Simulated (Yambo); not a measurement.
Yambo run on CaC2 (space group C2/c, No. 15). The wavefunctions come from this Quantum ESPRESSO step (PBEsol, PseudoDojo standard norm-conserving files, scalar-relativistic):

```
&CONTROL
  calculation = 'nscf'
  pseudo_dir = './pseudo'
  outdir = './out'
/
&SYSTEM
  ibrav = 0
  nat = 6
  ntyp = 2
  ecutwfc = 82.0
  ecutrho = 328.0
  occupations = 'fixed'
  force_symmorphic = .true.
  nbnd = 141
/
&ELECTRONS
  conv_thr = 6.000000000000001e-09
  diago_full_acc = .true.
  diago_thr_init = 1e-08
/
ATOMIC_SPECIES
C 12.0110 C.upf
Ca 40.0780 Ca.upf
CELL_PARAMETERS angstrom
  3.297830000000  -2.081285000000   0.000000000000
  3.297830000000   2.081285000000   0.000000000000
 -2.197987000000   0.000000000000   7.049382000000
ATOMIC_POSITIONS crystal
C   0.420710000000   0.139670000000   0.560120000000
C   0.579290000000   0.860330000000   0.439880000000
C   0.860330000000   0.579290000000   0.939880000000
C   0.139670000000   0.420710000000   0.060120000000
Ca   0.174520000000   0.825480000000   0.750000000000
Ca   0.825480000000   0.174520000000   0.250000000000
K_POINTS automatic
4 4 2 0 0 0
```

Yambo input:

```
rim_cut
gw0
dyson
el_el_corr
HF_and_locXC
ppa
em1d
RandQpts= 1000000
RandGvec= 1 Ry
EXXRLvcs= 82 Ry
VXCRLvcs= 328 Ry
Chimod= "HARTREE"
% BndsRnXp
 1 | 140 |
%
NGsBlkXp= 7 Ry
% LongDrXp
 1.0 | 1.0 | 1.0 |
%
PPAPntXp= 27.2114 eV
% GbndRnge
 1 | 140 |
%
GTermKind= "BG"
DysSolver= "n"
ExtendOut
% QPkrange
 1 | 1 | 18 | 19 |
 5 | 5 | 18 | 19 |
 6 | 6 | 18 | 19 |
 11 | 11 | 18 | 19 |
 13 | 13 | 18 | 19 |
 14 | 14 | 18 | 19 |
 17 | 17 | 18 | 19 |
%
```

k points by index: 1 = Γ, 5 = (0, -0.5, 0), 6 = (0, -0.5, -0.5), 11 = (0.25, -0.25, 0), 13 = (-0.5, -0.5, 0), 14 = (-0.5, -0.5, -0.5), 17 = (0.5, 0, 0).

Table of the .qp output:

```
#    K-point    Band    Eo [eV]    E [eV]    E-Eo [eV]    Vxc [eV]    Vnlxc [eV]    Sc|Eo [eV]    Sc|E [eV]    dSc/dw|Eo [eV]    Re(Z)    Im(Z)
#
    1    18    -0.403668    -1.359453    -0.955785    -13.94401    -16.75006    1.596661    1.850262    -7.219272    0.790322    -0.001470
    1    19    3.101501    4.366255    1.264754    -11.71799    -6.598396    -3.578751    -3.854837    -5.939515    0.820832    -0.001210
    5    18    -0.184660    -1.131619    -0.946959    -14.38930    -18.45712    2.860786    3.120861    -7.472283    0.784556    -0.001522
    5    19    3.453779    4.551891    1.098112    -11.39066    -6.444118    -3.609371    -3.848429    -5.923264    0.821235    -0.001273
    6    18    -0.243455    -1.155342    -0.911887    -14.28836    -18.34696    2.897041    3.146712    -7.449221    0.785078    -0.001489
    6    19    2.754259    3.803017    1.048759    -10.93110    -6.211715    -3.450093    -3.670631    -5.721597    0.826264    -0.001173
    11    18    0.000000    -0.900993    -0.900993    -14.61284    -18.65350    2.891930    3.139661    -7.480741    0.784365    -0.001484
    11    19    4.181767    5.435093    1.253325    -12.22690    -6.889439    -3.797031    -4.084139    -6.233152    0.813626    -0.780779E-3
    13    18    -0.699695    -1.734178    -1.034483    -13.82907    -18.19228    3.042980    3.328719    -7.515132    0.783588    -0.001484
    13    19    1.892088    2.905531    1.013443    -10.60811    -6.145230    -3.236402    -3.449439    -5.719582    0.826314    -0.001171
    14    18    -0.586105    -1.577840    -0.991735    -14.06437    -18.28925    2.958774    3.233148    -7.527257    0.783315    -0.001470
    14    19    3.266273    4.396250    1.129977    -11.47537    -6.572034    -3.525616    -3.773363    -5.965623    0.820187    -0.001008
    17    18    -0.184660    -1.131860    -0.947200    -14.38928    -18.45721    2.860550    3.120728    -7.473337    0.784532    -0.001525
    17    19    3.453779    4.551429    1.097651    -11.39066    -6.443921    -3.610136    -3.849093    -5.923257    0.821235    -0.001272
```
(The two width columns are left out.) Convergence of these settings isn't established.

Geometry of the Materials Project entry, not relaxed at this level.

The structure is a Materials Project entry; no match was found in the copy of COD used, and its stability was not checked.
